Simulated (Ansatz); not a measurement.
# ScGe, first-principles data

ScGe:
```xyz
4
Lattice="1.9914 -4.9999 0.0000 1.9914 4.9999 0.0000 0.0000 0.0000 3.7296" Properties=species:S:1:pos:R:3 pbc="T T T"
Sc     1.9914    -3.6350     0.9324
Sc     1.9914     3.6350     2.7972
Ge     1.9914    -0.8973     0.9324
Ge     1.9914     0.8973     2.7972
```

Space group Cmcm (No. 63); conventional cell a = 3.9827 Å, b = 9.9999 Å, c = 3.7296 Å, α = β = γ = 90.00°.

Method: DFT-PBEsol in the program Ansatz with PAW potentials. The cell and atoms are relaxed at this level. Other levels are named where they apply.

### Cell and energy

| Property | Result |
|---|---|
| Volume per atom | 18.57 Å³ |
| Density | 5.26 g/cm³ |
| Formation energy from the elements (no fitted shifts) | -0.91 eV/atom |

### Electronic structure

| Item | Result |
|---|---|
| Electronic character | metallic (no gap) |
| Density of states at the Fermi level | 0.50 states/eV per atom (mean over ±0.08 eV) |
| Gap with spin–orbit coupling | none (metallic) |

### Mechanics

| Quantity | Result |
|---|---|
| Bulk modulus (Birch–Murnaghan fit) | 982 kbar |
| Pressure derivative B′ | 4.2 |

### Phonons

| Quantity | Result |
|---|---|
| Highest zone-centre frequency | 269 cm⁻¹ |
| Zone-centre stability | no imaginary mode at Γ |

The first step of the workflow began from a Materials Project structure, measured or hypothetical; the Crystallography Open Database copy checked does not list it. Whether it is the stable phase at ambient conditions was not checked. Symmetry was held in the PBEsol relaxation. No spin polarisation was allowed. As this level gives no gap, phonon frequencies hold no LO–TO term and depend on the k-mesh and smearing (Fermi–Dirac, 0.1 eV here). The references are the lowest solids computed at this level, not always the standard phases. Scalar-relativistic: spin–orbit coupling is off unless named, which matters more the heavier the elements.

Potentials: the later of the program's two PAW sets.
